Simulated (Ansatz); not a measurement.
InP:
```
InP
1.0
    7.20178     0.00000     0.00000
    0.00000     7.20178     0.00000
    0.00000     0.00000     4.18676
In P
4 4
Cartesian
  2.32143   4.88035   0.00000
  4.88035   2.32143   0.00000
  5.92233   5.92233   2.09338
  1.27946   1.27946   2.09338
  2.29250   2.29250   0.00000
  4.90928   4.90928   0.00000
  1.30839   5.89340   2.09338
  5.89340   1.30839   2.09338
```

Relaxed with r²SCAN. Independent-particle spectrum: no excitons, no local fields, no scissors shift; 0.1 eV broadening; ε₁ of the summed bands alone.

Q: Tabulate the dielectric function from r²SCAN (plane waves, PAW; program Ansatz).

A: 

```tsv
E (eV)	ε₁ xx	ε₂ xx	ε₁ zz	ε₂ zz
0.0	9.15	0.00	8.98	0.00
0.3	9.21	0.00	9.03	0.00
0.6	9.40	0.00	9.20	0.00
0.9	9.79	0.00	9.54	0.00
1.2	10.70	0.37	10.34	0.13
1.5	10.82	1.15	10.67	1.10
1.8	11.14	1.50	10.77	1.49
2.1	11.70	1.90	11.18	1.67
2.4	12.97	2.38	12.15	2.15
2.7	14.50	3.84	13.91	2.97
3.0	17.37	7.48	14.72	6.10
3.3	16.98	14.13	13.98	9.43
3.6	4.17	17.04	13.14	11.28
3.9	3.80	11.72	11.46	14.64
4.2	3.80	11.53	4.59	18.31
4.5	3.77	11.20	2.72	15.62
4.8	1.59	12.78	0.05	12.76
5.1	1.61	11.70	0.52	10.82
5.4	-0.96	11.01	0.53	12.22
5.7	-2.13	11.21	-3.25	12.08
6.0	-4.22	9.10	-4.36	10.02
6.3	-4.77	7.04	-6.13	7.69
6.6	-3.88	5.68	-4.86	5.43
6.9	-4.04	4.88	-4.21	4.67
7.2	-3.58	3.72	-3.55	4.07
7.5	-3.28	3.24	-3.49	3.52
7.8	-2.83	2.67	-3.29	3.25
8.1	-2.32	2.35	-3.37	2.50
8.4	-2.00	2.30	-2.77	2.06
8.7	-1.92	2.41	-2.57	1.98
9.0	-2.09	2.06	-2.40	1.49
9.3	-2.00	1.68	-2.00	1.29
9.6	-1.77	1.45	-1.82	1.19
9.9	-1.55	1.31	-1.67	1.02
10.2	-1.49	1.17	-1.42	0.85
10.5	-1.33	0.98	-1.20	0.80
10.8	-1.14	0.85	-1.14	0.81
11.1	-1.00	0.83	-1.03	0.67
11.4	-0.94	0.69	-0.90	0.56
11.7	-0.78	0.62	-0.75	0.49
12.0	-0.67	0.58	-0.63	0.49
```

Q: From ε at 2.6 eV (xx: 13.96 + 3.35i), find n, k, the normal reflectivity and the absorption coefficient.

A: n = 3.76, k = 0.445, R = 34 %, α = 2kE/ħc = 120000 cm⁻¹.

With all bands, ε∞ without local fields is 9.26 (xx = yy), 9.09 (zz).

Space group P4_2/mnm. The start of the workflow was typed in or built on a structure type; neither database checked (COD, Materials Project) lists it. It is not the phase usual at ambient conditions (space group No. 216). The r²SCAN relaxation kept the symmetry of its start; whether a distortion lowers the energy is not shown. The volume moved by 22 % from the start of the relaxation. Spin–orbit coupling is left out wherever it is not named.

Potentials: the later of the program's two PAW sets.
